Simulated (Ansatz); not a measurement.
Ga2O3:
```
CELL_PARAMETERS angstrom
      2.98824     0.00000     0.00000
     -1.49412     2.58789     0.00000
      0.00000     0.00000     7.23724
ATOMIC_POSITIONS crystal
  Ga 0.33333 0.66667 0.19268
  Ga 0.66667 0.33333 0.80732
  O  0.00000 0.00000 0.00000
  O  0.33333 0.66667 0.70896
  O  0.66667 0.33333 0.29104
```

Relaxed with HSE06. Special points in fractions of this cell's reciprocal vectors: Γ (0.000, 0.000, 0.000); M (0.500, 0.000, 0.000); K (0.333, 0.333, 0.000); A (0.000, 0.000, 0.500); L (0.500, 0.000, 0.500); H (0.333, 0.333, 0.500).

Question: List the band energies nearest the valence-band maximum at these points for HSE06 in the plane-wave PAW code Ansatz.

Answer: In eV from the valence-band maximum; about four levels below and three above (degenerate sets whole), none deeper than 8.9 eV; points with the same levels are listed once.

```tsv
k	below	above
Γ	-0.86 -0.86 -0.68 -0.68 -0.02	4.47 7.70 8.44
M	-1.81 -1.55 -0.51 -0.43	6.56 9.97 10.09
K	-3.55 -3.55 -0.81 -0.81 -0.59	9.18 9.18 12.55
A	-0.84 -0.84 -0.74 -0.69 -0.69	5.19 6.99 8.58
L	-1.96 -1.74 -0.48 -0.19	6.72 9.58 9.89
H	-3.41 -3.41 -0.94 -0.94 -0.67	9.22 9.22 12.61
```

Space group P-3m1 (La2O3 or Ni2Al3 type). A made-up cell: these elements were put on the sites of a structure type; neither database checked (COD, Materials Project) lists it. It is not the phase usual at ambient conditions (space group No. 12, 167). The HSE06 relaxation kept the symmetry of its start; whether a distortion lowers the energy is not shown. The hybrid was solved on a coarse mesh, the path and, where they were found, the r²SCAN edge points; its band edges are the extreme levels among these. Scalar-relativistic: spin–orbit coupling is off unless named, which matters more the heavier the elements.

Potentials: the later of the program's two PAW sets.
